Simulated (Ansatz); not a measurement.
Input and command of a plane-wave DFT calculation in Ansatz:

```yaml
crystal:
  lattice:
    - [4.3319403656, 0.0, 0.0]
    - [-2.1659701828, 3.7515704043, 0.0]
    - [0.0, 0.0, 21.6398878434]
  atoms:
    - { symbol: Sr, position: [0.0, 0.0, 0.25] }
    - { symbol: Sr, position: [0.0, 0.0, 0.75] }
    - { symbol: Al, position: [0.3333333333, 0.6666666667, 0.9281191616] }
    - { symbol: Al, position: [0.6666666667, 0.3333333333, 0.4281191616] }
    - { symbol: Al, position: [0.6666666667, 0.3333333333, 0.0718808384] }
    - { symbol: Al, position: [0.3333333333, 0.6666666667, 0.5718808384] }
    - { symbol: Te, position: [0.0, 0.0, 0.5] }
    - { symbol: Te, position: [0.0, 0.0, 0.0] }
    - { symbol: Te, position: [0.3333333333, 0.6666666667, 0.3528875283] }
    - { symbol: Te, position: [0.6666666667, 0.3333333333, 0.8528875283] }
    - { symbol: Te, position: [0.6666666667, 0.3333333333, 0.6471124717] }
    - { symbol: Te, position: [0.3333333333, 0.6666666667, 0.1471124717] }
basis:
  ecutwfc: 420
kpoints:
  mp_grid: { grid: [12, 12, 2] }
hamiltonian:
  xc: pbe
scf:
  occupations: { method: gaussian, width: 0.1 }
output:
  forces: true
  stress: true
  eigenvalues: true
  write_density: true
  write_potential: true
  elf: true
  volumetric_format: npy
relax:
  adjacent_minimum: "off"
  f_tol: 0.01
  max_steps: 80
  cell: { stress_tol: 0.05 }
```

```bash
ansatz run input.yaml --threads 1 --pin off --max-ram 2560MiB --backend cpu --events-out ev --progress --plain --runs-dir out
```

Processor: Oxide Virtual Turin-like Processor (Zen 5), 1 thread, on a host shared with other jobs.

Q: How long does it run, and how much memory does it take?

A: About 3.1 min on 1 thread of Oxide Virtual Turin-like Processor (Zen 5) (shared host), peak memory 1.1 GiB. It solves 77 bands at 38 k points (the mesh reduced by symmetry) with about 6823 plane waves (on the last cell), in 33 SCF iterations over 5 ionic steps.
